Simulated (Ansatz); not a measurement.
Question: Each is relaxed and computed with the program Ansatz at the r²SCAN level (PAW). Which is the only metal?
A. PdS2, Pbca (Pd on 4a, S on 8c)
B. La2O3, La2O3 or Ni2Al3 type
C. LaGe2Pd2, I4/mmm (La on 2a, Ge on 4e, Pd on 4d)
D. GaGeTe, R-3m (Ga on 6c, Ge on 6c, Te on 6c)

Answer: C, LaGe2Pd2, I4/mmm (La on 2a, Ge on 4e, Pd on 4d). LaGe2Pd2: metal; La2O3: gap 4.23 eV (indirect); PdS2: gap 0.36 eV (indirect); GaGeTe: gap 0.60 eV (direct). Standing as an ambient phase not checked: LaGe2Pd2, I4/mmm (La on 2a, Ge on 4e, Pd on 4d); PdS2, Pbca (Pd on 4a, S on 8c); GaGeTe, R-3m (Ga on 6c, Ge on 6c, Te on 6c). Weakly bound layers, chains or molecules computed without a dispersion correction, so cells and soft constants are ill determined: PdS2, Pbca (Pd on 4a, S on 8c); GaGeTe, R-3m (Ga on 6c, Ge on 6c, Te on 6c). All cells were relaxed under the symmetry of their starts (and spin orders); stability against distortions was not tested throughout. Rows with no word on spin ran without spin polarisation. Spin–orbit coupling is left out wherever it is not named.

Potentials: the earlier of the program's two PAW sets.
